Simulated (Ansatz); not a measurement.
This TiAl4Ni3 structure is the end of a relaxation. The cell was found from a structure generator's guess, not taken from experiment.

The calculation used DFT PBE, scalar-relativistic, plane waves, PAW (Ansatz 0.2.0). Cutoff 420 eV, Γ-centred mesh, Gaussian smearing, no spin polarisation.

```yaml
crystal:
  lattice:
    - [4.02883, 0.00000, 0.00000]
    - [0.00000, 4.02883, 0.00000]
    - [0.00000, 0.00000, 6.50511]
  atoms:
    - { symbol: Ti, position: [0.50000, 0.50000, 0.00000] }
    - { symbol: Al, position: [0.50000, 0.00000, 0.72835] }
    - { symbol: Al, position: [0.00000, 0.50000, 0.72835] }
    - { symbol: Al, position: [0.50000, 0.00000, 0.27165] }
    - { symbol: Al, position: [0.00000, 0.50000, 0.27165] }
    - { symbol: Ni, position: [0.00000, 0.00000, 0.00000] }
    - { symbol: Ni, position: [0.00000, 0.00000, 0.50000] }
    - { symbol: Ni, position: [0.50000, 0.50000, 0.50000] }
```

The zero of energy is the elements' standard structures at the same level; no fitted shifts are applied.

Question: Find its symmetry and describe it.

Answer: P4/mmm (No. 123). Conventional cell: a = 4.029 Å, c = 6.505 Å. Ti is surrounded by 8 Al at 2.68 Å, 4 Ni at 2.85 Å and 2 Ni at 3.25 Å; Al has 4 Ni at 2.50 Å, 2 Ni at 2.68 Å, 2 Ti at 2.68 Å and 5 Al at 2.85–2.97 Å; Ni on its first site is surrounded by 8 Al at 2.68 Å, 4 Ti at 2.85 Å and 2 Ni at 3.25 Å; Ni on its second site has 8 Al at 2.50 Å, 4 Ni at 2.85 Å and 2 Ni at 3.25 Å; 1 more site not described.

Question: How far does it lie from the elements in energy?

Answer: −0.52 eV/atom.

Question: Is it a metal?

Answer: Yes, bands cross the Fermi level on the 10×10×6 mesh.

The last run used a 10×10×6 mesh (in the run's order of axes) for its 8-atom cell and Gaussian smearing of 0.10 eV. Trial moments died out on the coarse mesh, so the last step has no spin; another magnetic start might hold. Symmetry constrained the relaxation, so the result can be a saddle point. Another cell of TiAl4Ni3 relaxed alike, in P4/mmm, lies 70 meV/atom lower, so this cell isn't the stable form at this level.
